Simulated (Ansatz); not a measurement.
What DFT gives for Li$_{4}$Ge$_{2}$B

```
CELL_PARAMETERS angstrom
2.23783 1.29201 6.12759
-2.23783 1.29201 6.12759
0.00000 -2.58402 6.12759
ATOMIC_POSITIONS crystal
Ge 0.40695 0.40695 0.40695
Ge 0.26645 0.26645 0.26645
B 0.12440 0.12440 0.12440
Li 0.83600 0.83600 0.83600
Li 0.70060 0.70060 0.70060
Li 0.99670 0.99670 0.99670
Li 0.54100 0.54100 0.54100
```

The numbers come from plane-wave PAW DFT (Ansatz): r2SCAN, no spin polarisation, 500 eV, 8×8×8 Γ-centred k points, methfessel-paxton occupations (width 0.2869 eV). Nothing was relaxed.

**Question.** What does the stress say?

**Answer.** The pressure is -4.1 GPa (compression positive), so with the atoms held at these fractions the cell would first shrink; the forces are large, so a full relaxation may end otherwise. The principal stresses -5.8, -5.8, -0.6 GPa differ, so its shape would change too.

**Question.** Describe some of the short contacts.

**Answer.** B–Li at 2.35 Å: least valence density 0.12 e/Å³ and ELF 0.04 there. Ge–Li at 2.46 Å: least valence density 0.12 e/Å³ and ELF 0.04 there. Li–Li at 2.49 Å: least valence density 0.05 e/Å³ and ELF 0.05 there. These are pseudo-fields; inside the PAW spheres they differ from the all-electron ones.

**Question.** Where is the largest force?

**Answer.** The largest is on Ge2: 0.83 eV/Å, components (0.00, 0.00, -0.83). It makes 180° with the line to a nearest neighbour, Ge1 at 2.58 Å, pointing away from it.

**Question.** Is it stable against the elements?

**Answer.** 0.15 eV an atom against the elements' usual phases (free molecules for gases, crystals otherwise, with no correction for O₂ or N₂), so at this geometry it isn't bound against them. Relaxing would lower it.

**Question.** What happens at the Fermi level?

**Answer.** It is a metal, with about 2.7 states/eV a cell as the mean within 0.25 eV of the Fermi level, mostly Ge p (43 %) and B p (26 %).

Origin: a database entry at a rescaled volume. Caveats: wide smearing.
